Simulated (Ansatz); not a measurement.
LaOF:
```yaml
crystal:
  lattice:
    - [4.04006, 0.00000, 0.00000]
    - [0.00000, 4.04006, 0.00000]
    - [0.00000, 0.00000, 5.77792]
  atoms:
    - { symbol: La, position: [0.50000, 0.00000, 0.71610] }
    - { symbol: La, position: [0.00000, 0.50000, 0.28390] }
    - { symbol: O, position: [0.00000, 0.00000, 0.50000] }
    - { symbol: O, position: [0.50000, 0.50000, 0.50000] }
    - { symbol: F, position: [0.50000, 0.50000, 0.00000] }
    - { symbol: F, position: [0.00000, 0.00000, 0.00000] }
```

PBEsol (plane waves, PAW; program Ansatz) gives a gap of 4.61 eV without spin–orbit coupling, maximum on the A–Z line, 45 % of the way from A, minimum on the A–Z line, 19 % of the way from A.

Q: What happens when spin–orbit coupling is switched on?

A: The gap is nearly the same, to 4.61 eV; maximum on the A–Z line, 45 % of the way from A, minimum on the A–Z line, 19 % of the way from A.

Q: Give the electron effective mass with spin–orbit coupling.

A: 1.8, 3.2, 6.1 mₑ (principal values).

Space group P4/nmm. The first step of the workflow began from a Materials Project structure, measured or hypothetical; the Crystallography Open Database copy checked does not list it. COD files the formula under space group No. 166, so this cell is another polymorph or a model. Whether it is the stable phase at ambient conditions was not checked. The cell was relaxed with PBEsol under the symmetry of its start; its stability against distortions is not shown here.

Potentials: the later of the program's two PAW sets.
